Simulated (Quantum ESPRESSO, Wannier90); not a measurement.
# PbClF (P4/nmm): Wannier90 run

Materials Project entry mp-22964; symmetrised, unrelaxed at this level. COD (Crystallography Open Database) has an entry of this formula and space group (matched by these alone). Method: PBEsol plane waves in Quantum ESPRESSO 7.5 (PseudoDojo norm-conserving files, 68 Ry, spinors with spin-orbit coupling), Bloch states on a 4×4×4 mesh through Γ, Wannier90 4.0.1. Density: 8×8×4 mesh, cold smearing 0.01 Ry.

On the energy scale of pw.x, whose zero is arbitrary, the valence-band maximum lies at 5.71 eV.

Input w.win:

```
num_bands = 4
num_wann = 4
exclude_bands = 1-24,29-94
spinors = true
num_iter = 1000
conv_tol = 1.0e-6
conv_window = 4
write_hr = true
write_u_matrices = true
auto_projections = true
begin unit_cell_cart
ang
    4.1091700000    0.0000000000    0.0000000000
    0.0000000000    4.1091700000    0.0000000000
    0.0000000000    0.0000000000    7.2390400000
end unit_cell_cart
begin atoms_frac
Pb   0.0000000000  0.5000000000 -0.2050900000
Pb   0.5000000000  0.0000000000  0.2050900000
Cl   0.5000000000  0.0000000000 -0.3510900000
Cl   0.0000000000  0.5000000000  0.3510900000
F    0.5000000000  0.5000000000  0.0000000000
F    0.0000000000  0.0000000000  0.0000000000
end atoms_frac
mp_grid = 4 4 4
begin kpoints
0.0000000000 0.0000000000 0.0000000000
0.0000000000 0.0000000000 0.2500000000
0.0000000000 0.0000000000 0.5000000000
... (61 more lines: the 4x4x4 mesh through Gamma)
end kpoints
```

Input of pw2wannier90.x that gives the overlap and projection files (equivalent; here they were cut from one run over all bands):

```
&inputpp
  outdir = './out'
  prefix = 'pwscf'
  seedname = 'w'
  write_amn = .true.
  write_mmn = .true.
  atom_proj = .true.
  atom_proj_exclude = 1 2 3 4 5 6 7 8 9 10 11 12 13 14 15 16 17 18 19 20 21 22 23 24 25 26 27 28 29 30 31 32 33 34 35 36 39 40 41 42 43 44 47 48 49 50 51 52 53 54 55 56 57 58 59 60 61 62 63 64 65 66 67 68
/
```

Output w.wout (banner and timings cut):

```
                                    ------
                                    SYSTEM
                                    ------

                              Lattice Vectors (Ang)
                    a_1     4.109170   0.000000   0.000000
                    a_2     0.000000   4.109170   0.000000
                    a_3     0.000000   0.000000   7.239040

                   Unit Cell Volume:     122.23320  (Ang^3)

                        Reciprocal-Space Vectors (Ang^-1)
                    b_1     1.529064   0.000000   0.000000
                    b_2     0.000000   1.529064   0.000000
                    b_3     0.000000   0.000000   0.867958

 *----------------------------------------------------------------------------*
 |   Site       Fractional Coordinate          Cartesian Coordinate (Ang)     |
 +----------------------------------------------------------------------------+
 | pb   1   0.00000   0.50000  -0.20509   |    0.00000   2.05458  -1.48465    |
 | pb   2   0.50000   0.00000   0.20509   |    2.05458   0.00000   1.48465    |
 | cl   1   0.50000   0.00000  -0.35109   |    2.05458   0.00000  -2.54155    |
 | cl   2   0.00000   0.50000   0.35109   |    0.00000   2.05458   2.54155    |
 | f    1   0.50000   0.50000   0.00000   |    2.05458   2.05458   0.00000    |
 | f    2   0.00000   0.00000   0.00000   |    0.00000   0.00000   0.00000    |
 *----------------------------------------------------------------------------*
                                ------------
                                K-POINT GRID
                                ------------

             Grid size =  4 x  4 x  4      Total points =   64

 *---------------------------------- MAIN ------------------------------------*
 |  Number of Wannier Functions               :                 4             |
 |  Number of Objective Wannier Functions     :                 4             |
 |  Number of input Bloch states              :                 4             |
 |  Output verbosity (1=low, 5=high)          :                 1             |
 |  Timing Level (1=low, 5=high)              :                 1             |
 |  Optimisation (0=memory, 3=speed)          :                 3             |
 |  Length Unit                               :               Ang             |
 |  Post-processing setup (write *.nnkp)      :                 F             |
 |  Using Gamma-only branch of algorithms     :                 F             |
 *----------------------------------------------------------------------------*
 *------------------------------- WANNIERISE ---------------------------------*
 |  Total number of iterations                :              1000             |
 |  Number of CG steps before reset           :                 5             |
 |  Trial step length for line search         :             2.000             |
 |  Convergence tolerence                     :         0.100E-05             |
 |  Convergence window                        :                 4             |
 |  Iterations between writing output         :                 1             |
 |  Iterations between backing up to disk     :               100             |
 |  Write r^2_nm to file                      :                 F             |
 |  Write xyz WF centres to file              :                 F             |
 |  Write on-site energies <0n|H|0n> to file  :                 F             |
 |  Use guiding centre to control phases      :                 F             |
 |  Use phases for initial projections        :                 F             |
 *----------------------------------------------------------------------------*
 *-------------------------------- PLOTTING ----------------------------------*
 |  Plotting Hamiltonian in WF basis          :                 T             |
 *----------------------------------------------------------------------------*

 *---------------------------------- K-MESH ----------------------------------*
 +----------------------------------------------------------------------------+
 |                    Distance to Nearest-Neighbour Shells                    |
 |                    ------------------------------------                    |
 |          Shell             Distance (Ang^-1)          Multiplicity         |
 |          -----             -----------------          ------------         |
 |             1                   0.216990                      2            |
 |             2                   0.382266                      4            |
 |             3                   0.433979                      2            |
 |             4                   0.439559                      8            |
 |             5                   0.540606                      4            |
 |             6                   0.578330                      8            |
 |             7                   0.582528                      8            |
 |             8                   0.650969                      2            |
       ... (lines left out)
 +----------------------------------------------------------------------------+
 | The b-vectors are chosen automatically                                     |
 | The following shells are used:                       1,  2                 |
 +----------------------------------------------------------------------------+
 |                        Shell   # Nearest-Neighbours                        |
 |                        -----   --------------------                        |
 |                          1               2                                 |
 |                          2               4                                 |
 +----------------------------------------------------------------------------+
 | Completeness relation is fully satisfied [Eq. (B1), PRB 56, 12847 (1997)]  |
 +----------------------------------------------------------------------------+
 |                  b_k Vectors (Ang^-1) and Weights (Ang^2)                  |
 |                  ----------------------------------------                  |
 |            No.         b_k(x)      b_k(y)      b_k(z)        w_b           |
 |            ---        --------------------------------     --------        |
 |             1         0.000000    0.000000    0.216990    10.619210        |
 |             2         0.000000    0.000000   -0.216990    10.619210        |
 |             3         0.000000    0.382266    0.000000     3.421673        |
 |             4         0.382266    0.000000    0.000000     3.421673        |
 |             5         0.000000   -0.382266    0.000000     3.421673        |
 |             6        -0.382266    0.000000    0.000000     3.421673        |
 +----------------------------------------------------------------------------+
 |                           b_k Directions (Ang^-1)                          |
 |                           -----------------------                          |
 |            No.           x           y           z                         |
 |            ---        --------------------------------                     |
 |             1         0.000000    0.000000    0.216990                     |
 |             2         0.000000    0.382266    0.000000                     |
 |             3         0.382266    0.000000    0.000000                     |
 +----------------------------------------------------------------------------+

 Starting a new Wannier90 calculation ...

 Reading overlaps from w.mmn

 Reading projections from w.amn

 *------------------------------- WANNIERISE ---------------------------------*
 +--------------------------------------------------------------------+<-- CONV
 | Iter  Delta Spread     RMS Gradient      Spread (Ang^2)            |<-- CONV
 +--------------------------------------------------------------------+<-- CONV

 ------------------------------------------------------------------------------
 Initial State
  WF centre and spread    1  (  2.054585, -0.000000, -2.456966 )     1.86193059
  WF centre and spread    2  (  2.054585,  0.000000, -2.456966 )     1.86193059
  WF centre and spread    3  ( -0.000000,  2.054585,  2.456966 )     1.86193059
  WF centre and spread    4  (  0.000000,  2.054585,  2.456966 )     1.86193059
  Sum of centres and spreads (  4.109170,  4.109170,  0.000000 )     7.44772237

      0     0.745E+01     0.0000000000        7.4477223722  <-- CONV
        O_D=      0.0037051 O_OD=      0.0187966 O_TOT=      7.4477224 <-- SPRD
 ------------------------------------------------------------------------------
      1    -0.476E-03     0.0358997744        7.4472467659  <-- CONV
        O_D=      0.0036624 O_OD=      0.0183637 O_TOT=      7.4472468 <-- SPRD
      2    -0.706E-04     0.0142115669        7.4471761863  <-- CONV
        O_D=      0.0036481 O_OD=      0.0183074 O_TOT=      7.4471762 <-- SPRD
      3    -0.368E-04     0.0093857284        7.4471394268  <-- CONV
        O_D=      0.0036397 O_OD=      0.0182791 O_TOT=      7.4471394 <-- SPRD
      4    -0.101E-04     0.0052475925        7.4471292927  <-- CONV
        O_D=      0.0036342 O_OD=      0.0182744 O_TOT=      7.4471293 <-- SPRD
      5    -0.303E-05     0.0029657339        7.4471262617  <-- CONV
        O_D=      0.0036318 O_OD=      0.0182738 O_TOT=      7.4471263 <-- SPRD
       ... (lines left out)
      7    -0.209E-07     0.0003423948        7.4471259499  <-- CONV
        O_D=      0.0036314 O_OD=      0.0182739 O_TOT=      7.4471259 <-- SPRD
      8    -0.306E-08     0.0001154203        7.4471259469  <-- CONV
        O_D=      0.0036314 O_OD=      0.0182739 O_TOT=      7.4471259 <-- SPRD
      9    -0.252E-09     0.0000317065        7.4471259466  <-- CONV
        O_D=      0.0036314 O_OD=      0.0182739 O_TOT=      7.4471259 <-- SPRD
             <<<     Delta < 1.000E-06  over  4 iterations     >>>
             <<< Wannierisation convergence criteria satisfied >>>
 Final State
  WF centre and spread    1  (  2.054585, -0.000000, -2.456820 )     1.86178149
  WF centre and spread    2  (  2.054585,  0.000000, -2.456820 )     1.86178149
  WF centre and spread    3  ( -0.000000,  2.054585,  2.456820 )     1.86178149
  WF centre and spread    4  (  0.000000,  2.054585,  2.456820 )     1.86178149
  Sum of centres and spreads (  4.109170,  4.109170,  0.000000 )     7.44712595

         Spreads (Ang^2)       Omega I      =     7.425220673
        ================       Omega D      =     0.003631380
                               Omega OD     =     0.018273894
    Final Spread (Ang^2)       Omega Total  =     7.447125947
```
